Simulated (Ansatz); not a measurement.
VS₂:
```cif
data_S2V
_chemical_formula_sum 'V1 S2'
_space_group_name_H-M_alt 'P 1'
_space_group_IT_number 1
_cell_length_a 3.12747
_cell_length_b 3.12747
_cell_length_c 5.75574
_cell_angle_alpha 90.000
_cell_angle_beta 90.000
_cell_angle_gamma 120.000
loop_
_space_group_symop_operation_xyz
  'x, y, z'
loop_
_atom_site_label
_atom_site_type_symbol
_atom_site_fract_x
_atom_site_fract_y
_atom_site_fract_z
_atom_site_occupancy
V1 V 0.00000 0.00000 0.00000 1
S1 S 0.66667 0.33333 0.74565 1
S2 S 0.33333 0.66667 0.25435 1
```

Relaxed with PBEsol.

Which orbitals make up the states near the Fermi level in plane-wave PAW PBEsol (Ansatz code)?

Within 0.5 eV of the Fermi level: V 3d 72 %, S 3p 25 %. Projections are on Löwdin-orthogonalised atomic valence shells; empty p or d shells of many metals are not among them.

Tabulate the density of states.

States/eV per cell of 3 atoms, in 0.25 eV bins, energy from the Fermi level.

| E (eV) | total | S 3p | V 3d | S 3s |
|---|---|---|---|---|
| -7.85 | 0.00 | 0.00 | 0.00 | 0.00 |
| -7.60 | 0.00 | 0.00 | 0.00 | 0.00 |
| -7.35 | 0.00 | 0.00 | 0.00 | 0.00 |
| -7.10 | 0.00 | 0.00 | 0.00 | 0.00 |
| -6.85 | 0.00 | 0.00 | 0.00 | 0.00 |
| -6.60 | 0.04 | 0.03 | 0.01 | 0.00 |
| -6.35 | 0.84 | 0.61 | 0.15 | 0.01 |
| -6.10 | 0.98 | 0.72 | 0.17 | 0.02 |
| -5.85 | 1.17 | 0.86 | 0.20 | 0.03 |
| -5.60 | 1.88 | 1.43 | 0.30 | 0.04 |
| -5.35 | 3.34 | 2.62 | 0.54 | 0.06 |
| -5.10 | 2.89 | 2.23 | 0.51 | 0.06 |
| -4.85 | 1.53 | 1.16 | 0.26 | 0.06 |
| -4.60 | 0.89 | 0.63 | 0.17 | 0.04 |
| -4.35 | 1.24 | 0.85 | 0.26 | 0.06 |
| -4.10 | 2.16 | 1.45 | 0.50 | 0.10 |
| -3.85 | 2.72 | 1.85 | 0.70 | 0.08 |
| -3.60 | 3.42 | 2.28 | 0.95 | 0.10 |
| -3.35 | 2.63 | 1.72 | 0.78 | 0.07 |
| -3.10 | 3.30 | 2.01 | 1.13 | 0.09 |
| -2.85 | 4.54 | 2.63 | 1.73 | 0.09 |
| -2.60 | 2.45 | 1.68 | 0.63 | 0.07 |
| -2.35 | 2.27 | 1.64 | 0.49 | 0.07 |
| -2.10 | 2.23 | 1.66 | 0.43 | 0.07 |
| -1.85 | 1.89 | 1.41 | 0.37 | 0.05 |
| -1.60 | 1.72 | 1.25 | 0.39 | 0.03 |
| -1.35 | 1.66 | 1.16 | 0.44 | 0.02 |
| -1.10 | 0.93 | 0.58 | 0.32 | 0.01 |
| -0.85 | 0.84 | 0.43 | 0.38 | 0.01 |
| -0.60 | 1.17 | 0.43 | 0.69 | 0.02 |
| -0.35 | 1.50 | 0.40 | 1.03 | 0.02 |
| -0.10 | 2.00 | 0.47 | 1.45 | 0.02 |
| 0.15 | 2.11 | 0.47 | 1.56 | 0.03 |
| 0.40 | 0.98 | 0.25 | 0.70 | 0.01 |
| 0.65 | 1.12 | 0.39 | 0.71 | 0.01 |
| 0.90 | 3.25 | 1.08 | 2.09 | 0.03 |
| 1.15 | 5.87 | 1.42 | 4.37 | 0.02 |
| 1.40 | 3.87 | 0.64 | 3.12 | 0.01 |
| 1.65 | 2.57 | 0.47 | 2.04 | 0.01 |
| 1.90 | 0.00 | 0.00 | 0.00 | 0.00 |
| 2.15 | 0.30 | 0.09 | 0.19 | 0.01 |
| 2.40 | 1.91 | 0.60 | 1.11 | 0.06 |
| 2.65 | 2.37 | 0.84 | 1.29 | 0.07 |
| 2.90 | 2.38 | 0.96 | 1.22 | 0.07 |
| 3.15 | 2.81 | 1.22 | 1.38 | 0.07 |
| 3.40 | 3.04 | 1.28 | 1.49 | 0.09 |
| 3.65 | 2.04 | 0.76 | 1.06 | 0.09 |
| 3.90 | 0.94 | 0.33 | 0.50 | 0.05 |
| 4.15 | 0.20 | 0.07 | 0.11 | 0.01 |
| 4.40 | 0.00 | 0.00 | 0.00 | 0.00 |
| 4.65 | 0.00 | 0.00 | 0.00 | 0.00 |

Space group P-3m1 (CdI2 type). The workflow started from a Materials Project entry (that database holds measured and hypothetical structures alike); the Crystallography Open Database copy checked does not list it. Whether it is the stable phase at ambient conditions was not checked. Symmetry was held in the PBEsol relaxation; of distortions, only those at the zone centre were tested. The workflow began spin-polarised and lost its moments. A crystal of weakly bound layers computed without a dispersion correction: the cell and the soft elastic constants depend strongly on that.

Potentials: the later of the program's two PAW sets.
